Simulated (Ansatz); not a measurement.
LaSi2 (space group I4_1/amd)

```yaml
crystal:
  lattice:
    - [-2.12851, 2.12851, 6.94821]
    - [2.12851, -2.12851, 6.94821]
    - [2.12851, 2.12851, -6.94821]
  atoms:
    - { symbol: La, position: [0.50000, 0.50000, 0.00000] }
    - { symbol: La, position: [0.25000, 0.75000, 0.50000] }
    - { symbol: Si, position: [0.83458, 0.33458, 0.50000] }
    - { symbol: Si, position: [0.08458, 0.08458, 0.00000] }
    - { symbol: Si, position: [0.91542, 0.91542, 0.00000] }
    - { symbol: Si, position: [0.66542, 0.16542, 0.50000] }
```

The volume is varied about the relaxed value V₀ at fixed cell shape. The atoms relax within the cell's symmetry.

Method: PBEsol (plane waves to 420 eV, PAW, scalar-relativistic; Ansatz, a quantum-chemistry and plane-wave program). k mesh 15×15×15 (Γ-centred), Fermi-Dirac smearing 0.05 eV. Energies are smeared free energies. LaSi2 is run without spin polarisation. LaSi2 was relaxed with its symmetry unable to fall. The zero of ΔE is the relaxed starting cell.

Q: What ΔE (eV/atom) does the calculation give at V/V₀ = 0.900, 0.917, 0.933, 0.950, 0.967?

A: 
```
V/V₀   ΔE (eV/atom)
-----  ------------
0.900         0.069
0.917         0.046
0.933         0.029
0.950         0.016
0.967         0.007
```

(A scan under strain: stresses follow from slopes of the energy per volume, elastic moduli from its curvatures.)
